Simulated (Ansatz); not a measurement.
Total density of states per atom from DFT-LDA in the program Ansatz with PAW potentials, in 0.25 eV bins, energy from the Fermi level:

```
E (eV) | states/eV/atom
    -7.85 | ############# 0.21
    -7.60 | ############# 0.22
    -7.35 | ############## 0.23
    -7.10 | ############## 0.24
    -6.85 | ############### 0.25
    -6.60 | ############### 0.25
    -6.35 | ################ 0.26
    -6.10 | ################ 0.27
    -5.85 | ################# 0.28
    -5.60 | ################# 0.28
    -5.35 | ################# 0.29
    -5.10 | ################## 0.30
    -4.85 | ################### 0.32
    -4.60 | ################### 0.31
    -4.35 | ################## 0.30
    -4.10 | ################### 0.31
    -3.85 | #################### 0.33
    -3.60 | #################### 0.33
    -3.35 | ##################### 0.35
    -3.10 | ###################### 0.37
    -2.85 | ####################### 0.38
    -2.60 | ###################### 0.37
    -2.35 | ###################### 0.36
    -2.10 | ##################### 0.35
    -1.85 | ################### 0.32
    -1.60 | ##################### 0.34
    -1.35 | ###################### 0.36
    -1.10 | ####################### 0.38
    -0.85 | ######################### 0.41
    -0.60 | ####################### 0.38
    -0.35 | ###################### 0.36
    -0.10 | ###################### 0.36
     0.15 | ######################## 0.40
     0.40 | ######################### 0.42
     0.65 | ######################### 0.42
     0.90 | ######################### 0.41
     1.15 | ######################### 0.41
     1.40 | ######################### 0.41
     1.65 | ########################## 0.43
     1.90 | ########################## 0.43
     2.15 | ########################## 0.44
     2.40 | ########################## 0.44
     2.65 | ########################### 0.45
     2.90 | ########################### 0.46
     3.15 | ########################### 0.46
     3.40 | ############################ 0.47
     3.65 | ############################ 0.47
     3.90 | ############################ 0.47
     4.15 | ############################# 0.48
     4.40 | ############################## 0.49
     4.65 | ############################## 0.50
```

**Question.** Which of these materials gives this?
(A) Al, fcc (Cu type)
(B) Nb, bcc (W type)
(C) P, black phosphorus
(D) La, dhcp (α-La type)

**Answer.** A, Al, fcc (Cu type). Within 0.5 eV of the Fermi level: Al 3p 64 %, Al 3s 30 %, outside the projected shells 5 %. Projections are on Löwdin-orthogonalised atomic valence shells; empty p or d shells of many metals are not among them.

Space group Fm-3m (fcc (Cu type)). The cell was relaxed with LDA under the symmetry of its start.

Potentials: the earlier of the program's two PAW sets.
